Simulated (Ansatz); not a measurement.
A trial cell of Ni was relaxed with r2SCAN (plane waves to 500 eV, PAW, scalar-relativistic; Ansatz, a program for electronic structure).

Before: P-1 (No. 2), aP4; a = 2.4084 Å, b = 2.8517 Å, c = 6.3914 Å, α = 85.70°, β = 89.06°, γ = 85.15°.

After relaxation:

Simulated powder pattern, Cu Kα, λ = 1.54184 Å (kinematic, ideal powder, no thermal factors, no anomalous dispersion; the 24 strongest lines at most, above 1 %, up to 2θ = 90°):

```tsv
2θ (°)	I/Imax (%)
45.13	100
52.60	46
77.60	26
```

Problem. Identify the relaxed structure from its pattern: crystal system, space group and cell.

Solution. Cubic, Fm-3m (No. 225), cF4, fcc (Cu type); a = 3.4797 Å, b = 3.4797 Å, c = 3.4797 Å, α = 90.00°, β = 90.00°, γ = 90.00°. Sites: Ni 4a (0.000, 0.000, 0.000).

Problem. Index the strongest lines.

Solution. 45.13° (111), 52.60° (200), 77.60° (220).

Spin state reached: ferromagnetic (net 0.74 μB/atom), from parallel starting moments; other spin orders were not run from this start. r2SCAN tends to overstate moments in metals.

The run could not lose the symmetry of its start; a randomly shaken copy of 2 atoms returns to this structure.
